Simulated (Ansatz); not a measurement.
Ge in space group Fd-3m (No. 227; Ge on 32e) under volume change, the program Ansatz at the PBE level (PAW), shape and atoms relaxed at each volume.

```tsv
V (Å³/atom)	E − E(relaxed) (meV/atom)	P (GPa)
61.277	24.2	1.41
63.297	10.2	0.84
65.317	2.5	0.40
67.338	0.0	0.00
69.358	___	___
71.378	___	___
73.398	18.8	-0.92
```

Question: Some entries are withheld; supply them.

Answer: 
- 69.358, E − E(relaxed) (meV/atom): 2.3
- 69.358, P (GPa): -0.36
- 71.378, E − E(relaxed) (meV/atom): 8.7
- 71.378, P (GPa): -0.66

Question: What does a third-order Birch–Murnaghan fit give for V₀, B₀ and B′?

Answer: V₀ = 67.29 Å³/atom, B₀ = 12.5 GPa, B′ = 3.8.

The start of the workflow was typed in or built on a structure type. Its sites differ from those of the usual phase in this space group: another stacking or structure type. The PBE relaxation kept the symmetry of its start; its stability against distortions is not shown here. The volume moved by 55 % from the start of the relaxation.

Potentials: the later of the program's two PAW sets.
